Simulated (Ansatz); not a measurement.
MgTe:
```cif
data_Mg2Te2
_chemical_formula_sum 'Mg2 Te2'
_space_group_name_H-M_alt 'P 1'
_space_group_IT_number 1
_cell_length_a 4.17903
_cell_length_b 4.17903
_cell_length_c 6.81447
_cell_angle_alpha 90.000
_cell_angle_beta 90.000
_cell_angle_gamma 120.000
loop_
_space_group_symop_operation_xyz
  'x, y, z'
loop_
_atom_site_label
_atom_site_type_symbol
_atom_site_fract_x
_atom_site_fract_y
_atom_site_fract_z
_atom_site_occupancy
Mg1 Mg 0.00000 0.00000 0.50000 1
Mg2 Mg 0.00000 0.00000 0.00000 1
Te1 Te 0.33333 0.66667 0.25000 1
Te2 Te 0.66667 0.33333 0.75000 1
```

Relaxed with PBEsol. PBEsol in the plane-wave PAW code Ansatz gives a gap of 0.84 eV.

What gap does HSE06 give on the same cell (Ansatz, PAW)?

1.50 eV, 0.66 eV more. The hybrid was solved on a coarser mesh and at special points; the gap given is the minimum over both.

```tsv
k	v1 PBEsol	c1 PBEsol	v1 HSE06	c1 HSE06
Γ	0.00	1.96	___	___
A	-0.36	3.00	___	___
K	-2.25	0.84	-2.43	1.50
H	-0.73	3.39	___	___
M	-0.60	2.21	___	___
L	-1.38	2.11	-1.50	2.86
```

Top valence (v1) and lowest conduction level (c1) in eV from each method's valence maximum (which need not be a listed point): supply the withheld HSE06 values.


- Γ, v1 HSE06: 0.00
- Γ, c1 HSE06: 2.87
- H, v1 HSE06: -0.80
- H, c1 HSE06: 4.18
- M, v1 HSE06: -0.66
- M, c1 HSE06: 2.93
- A, v1 HSE06: -0.40
- A, c1 HSE06: 3.85

Cost on shared cores: the PBEsol run (SCF on a 8×8×4 mesh, then bands and DOS) around 40 core-seconds (rough), the HSE06 run (SCF on 6×6×3, then a few points) about 5 core-minutes (a rough figure); the tasks are unlike.

Space group P6_3/mmc (NiAs type). The workflow started from a Materials Project entry (that database holds measured and hypothetical structures alike); the Crystallography Open Database copy checked does not list it. COD files the formula under space group No. 186. Its standing as an ambient phase is unchecked. The PBEsol relaxation kept the symmetry of its start; its stability against distortions is not shown here. Scalar-relativistic: spin–orbit coupling is off unless named, which matters more the heavier the elements.

Potentials: the later of the program's two PAW sets.
